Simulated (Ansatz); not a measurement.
Li2MoO3 in space group P-1 (No. 2; Pearson symbol aP12) at seven volumes, the program Ansatz at the r²SCAN level (PAW), shape and atoms relaxed at each. One row is withheld.

| V (Å³/atom) | P (GPa) |
|---|---|
| 8.131 | ? |
| 8.399 | 8.97 |
| 8.667 | 4.10 |
| 8.935 | 0.00 |
| 9.203 | -3.42 |
| 9.471 | -6.18 |
| 9.739 | -8.37 |

Question: Fit the shown pressures and predict the withheld one.

Answer: P = (3/2)B₀(x^(7/2) − x^(5/2))[1 + (3/4)(B′ − 4)(x − 1)] with x = (V₀/V)^(2/3). Least squares on the six rows gives V₀ = 8.933 Å³/atom, B₀ = 123 GPa, B′ = 5.46. At V = 8.131, x = 1.0647 and P = 14.96 GPa. The run itself gave 14.75 GPa.

The first step of the workflow began from a Materials Project structure, measured or hypothetical; the Crystallography Open Database copy checked does not list it. Entries of such low symmetry are often ordered models of mixed-site phases. Whether it is the stable phase at ambient conditions was not checked. The cell was relaxed with r²SCAN under the symmetry of its start; whether a distortion lowers the energy is not shown. The run is not spin-polarised. No Hubbard U is applied.

Potentials: the later of the program's two PAW sets.
